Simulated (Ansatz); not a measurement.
An Ansatz (an electronic-structure program) run. Input:

Ansatz 0.2 input:
```yaml
crystal:
  lattice:
    - [2.6699556946, 0.0, 0.0]
    - [-1.3349778473, 2.3122494585, 0.0]
    - [0.0, 0.0, 4.2990189593]
  atoms:
    - { symbol: Rh, position: [0.6666666667, 0.3333333333, 0.75] }
    - { symbol: Rh, position: [0.3333333333, 0.6666666667, 0.25] }
kpoints:
  mp_grid: { grid: [17, 17, 10] }
hamiltonian:
  xc: lda
  pseudopotentials: { kind: paw }
scf:
  occupations: { method: fermi_dirac, width: 0.1 }
phonons:
  method: dfpt
  response_accuracy: low
  eigenvectors: true
  rigid_motions: translations
```

Output (shortened):

```
Pseudopotential: Rh, paw, valence charge 17
Functional definition: SPW92
Crystal: 2 atoms, lattice volume = 26.540 Å³
Basis set: ecut = 420 eV, 537 PW (Γ), exchange–correlation on 36×36×60 points (8 copies of the dense FFT grid, shifted against one another)
Bands: 21, of which v1, the nominal top of the filled ones, is band 17 counted from 1 (16 counted from 0)
Symmetry: 24 space group operations
k-points: 486 of 2890 (irreducible under 4 space group operations, time reversal used)
SCF iter   1: F=—  HF=-12557.267779 eV  |F-HF|=—  |Δ(HF+E_count)|=         —  Δρ=1.35e-2  dr2=2.31e-2  ethr=1.77e-3  ⟨swp⟩=4.8  Hψ=39606  notcnv=0
preconditioner: auto → none
SCF iter   2: F=—  HF=-12557.264631 eV  |F-HF|=—  |Δ(HF+E_count)|=   3.15e-3  Δρ=7.21e-3  dr2=6.28e-3  ethr=6.79e-5  ⟨swp⟩=1.8  Hψ=17515  notcnv=0
SCF iter   3: F=—  HF=-12557.262720 eV  |F-HF|=—  |Δ(HF+E_count)|=   1.91e-3  Δρ=2.51e-4  dr2=5.25e-6  ethr=1.85e-5  ⟨swp⟩=2.0  Hψ=14181  notcnv=0
SCF iter   4: F=—  HF=-12557.262733 eV  |F-HF|=—  |Δ(HF+E_count)|=   1.29e-5  Δρ=7.20e-5  dr2=7.60e-7  ethr=1.54e-8  ⟨swp⟩=2.1  Hψ=18809  notcnv=0
SCF iter   5: F=—  HF=-12557.262733 eV  |F-HF|=—  |Δ(HF+E_count)|=   1.28e-7  Δρ=1.37e-5  dr2=1.25e-8  ethr=2.24e-9  ⟨swp⟩=2.0  Hψ=16449  notcnv=0
SCF iter   6: F=—  HF=-12557.262733 eV  |F-HF|=—  |Δ(HF+E_count)|=   2.53e-9  Δρ=3.94e-6  dr2=1.33e-9  ethr=3.67e-11  ⟨swp⟩=3.0  Hψ=21347  notcnv=0
SCF iter   7: F=—  HF=-12557.262733 eV  |F-HF|=—  |Δ(HF+E_count)|=  4.57e-10  Δρ=4.42e-7  dr2=1.79e-11  ethr=3.92e-12  ⟨swp⟩=2.1  Hψ=17874  notcnv=0
SCF iter   8: F=-12557.262733 eV  HF=-12557.262733 eV  |F-HF|=0.00e0  |Δ(HF+E_count)|=  7.28e-12  Δρ=1.76e-8  dr2=2.81e-14  ethr=1.00e-12  ⟨swp⟩=5.0  Hψ=42374  notcnv=0
SCF 1 converged in 8 iterations: F = -12557.262733 eV  dr2 = 2.81e-14
DFPT response loops at Γ: preconditioner auto → Kerker (q_TF=auto, 2.843 Å⁻¹) (partly filled bands, converged f_vac=0.000) …
SCF converged after 8 iterations
Free energy (F): -12557.262733 eV
Harris-Foulkes:  -12557.262733 eV  (|F-HF|=0.00e0)
Internal energy: -12557.159082 eV  (E = F + TS)
E sigma→0 (E₀):  -12557.210908 eV
Entropy (-TS):   -0.103651 eV (-51.825 meV/atom)
Fermi energy:    23.207743 eV
--- Per-component energies (eV) ---
  E_band       = -148.829097
  E_kinetic    = 1149.577979
  E_local      = -3050.949959  (includes V_loc(G=0)·N_el)
  E_nonlocal   = 720.695731
  E_hartree    = 1068.908559
  E_xc         = -442.349307
  E_vxc        = -557.785633  (∫ρ·V_xc dr)
  E_paw        = -6927.785309  (= ΣΔE_a)
  E_vpaw       = -548.185811  (= ΣTr[D̂ρ^β])
  E_aug_tail   = 0.001467  (compensation charges beyond the density's cutoff)
  E_ewald      = -5076.503209
  E_core_change = 1.244964  (= ΣΔE_core)
  E_smearing   = -0.103651  (= −TS)
  E_closure    =  0.000000  (closes the sum)
  Σ components = -12557.262733   (vs F -12557.262733, Δ=0.00e0)
  [band-id]    e_kinetic+e_local+e_nonlocal+2·e_hartree+e_vxc+e_vpaw+e_augmentation_tail = -148.829107   (vs E_band -148.829097, Δ=-9.83e-6)
--- Band table (eV; the first three rows and the last of 486) ---
  k-point 0: bands = ["-55.7118", "-55.5708", "-24.0630", "-23.3135", "-23.3135", "-23.1972", "-23.1892", "-23.1892", "14.7854", "16.6323", "19.9351", "19.9682", "19.9682", "20.5388", "20.5388", "21.1411", "21.1411", "23.3584", "23.3584", "23.8858", "32.1667"]…
  k-point 1: bands = ["-55.7083", "-55.5743", "-24.0426", "-23.3105", "-23.3105", "-23.2192", "-23.1923", "-23.1923", "14.8928", "16.6634", "19.8903", "19.9159", "19.9159", "20.4859", "20.4859", "21.2676", "21.2676", "23.3555", "23.3555", "23.4859", "32.6898"]…
  k-point 2: bands = ["-55.6984", "-55.5844", "-23.9831", "-23.3017", "-23.3017", "-23.2829", "-23.2012", "-23.2012", "15.2037", "16.7455", "19.7724", "19.8204", "19.8204", "20.3463", "20.3463", "21.5781", "21.5781", "22.5340", "23.3276", "23.3276", "34.0097"]…
  k-point 485: bands = ["-55.5625", "-55.5625", "-23.8795", "-23.8795", "-23.5415", "-23.5415", "-23.3548", "-23.3548", "17.5673", "17.5673", "19.0326", "19.0326", "19.8710", "19.8710", "21.0385", "21.0385", "23.8042", "23.8042", "26.7447", "26.7447", "35.9461"]
--- Phonons (Γ-DFPT): 2 representative perturbations + reference, on 486 of 2890 k-points (Σ response iterations 6) ---
  ASR residual: 5.014e-4 → 0.000e0 eV/Å²; symmetrization residual: 3.659e-13 eV/Å²
  ASR residual per site (eV/Å²): 5.01e-4 5.01e-4
  Γ frequencies (cm⁻¹): 0.00 0.00 0.00 157.64 157.64 260.74
  non-analytic LO–TO correction: not included (Born effective charges unavailable; polar crystals: no LO–TO splitting at Γ)
```

Cost: roughly 60 core-seconds on shared cores.

Space group P6_3/mmc (hcp (Mg type)). The workflow started from a Materials Project entry (that database holds measured and hypothetical structures alike); the Crystallography Open Database copy checked does not list it. It is not the phase usual at ambient conditions (space group No. 225). The cell keeps a stress of up to 0.2 GPa. The LDA relaxation kept the symmetry of its start; whether a distortion lowers the energy is not shown. No spin polarisation was allowed. As this level gives no gap, phonon frequencies hold no LO–TO term and depend on the k-mesh and smearing (Fermi–Dirac, 0.1 eV here). Spin–orbit coupling is left out wherever it is not named.

Potentials: the later of the program's two PAW sets.

Ansatz is a plane-wave DFT program.
